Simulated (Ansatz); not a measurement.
BaSi₂:
Space group P6/mmm (No. 191); a = 4.089 Å, b = 4.089 Å, c = 5.002 Å, α = 90.00°, β = 90.00°, γ = 120.00°

| atom | site | symmetry | x | y | z |
|---|---|---|---|---|---|
| Si | 2d | -6m2 | 0.3333 | 0.6667 | 0.5000 |
| Ba | 1a | 6/mmm | 0.0000 | 0.0000 | 0.0000 |

Relaxed at zero pressure with PBEsol (plane waves, PAW; program Ansatz).

### Question
The volume is lowered by 6 % and shape and atoms relax at that volume. What pressure results, and how do the axes share the change?

### Answer
4.2 GPa; a -1.8 %, b -1.8 %, c -2.6 %; the energy rises by 18 meV/atom.

### Question
Give the new structure.

### Answer

Space group P6/mmm (No. 191); a = b = 4.0157 Å, c = 4.8741 Å, α = β = 90.00°, γ = 120.00°

```json
[
 {"atom": "Si", "site": "2d", "symmetry": "-6m2", "x": "0.3333", "y": "0.6667", "z": "0.5000"},
 {"atom": "Ba", "site": "1a", "symmetry": "6/mmm", "x": "0.0000", "y": "0.0000", "z": "0.0000"}
]
```

The phase is kept; no other phase was compared at this pressure.

The workflow started from an entry of the Crystallography Open Database (COD), which files this formula under 2 space groups. Its standing as an ambient phase is unchecked. Symmetry was held in the PBEsol relaxation; its stability against distortions is not shown here. Spin–orbit coupling is left out wherever it is not named.

Potentials: the later of the program's two PAW sets.
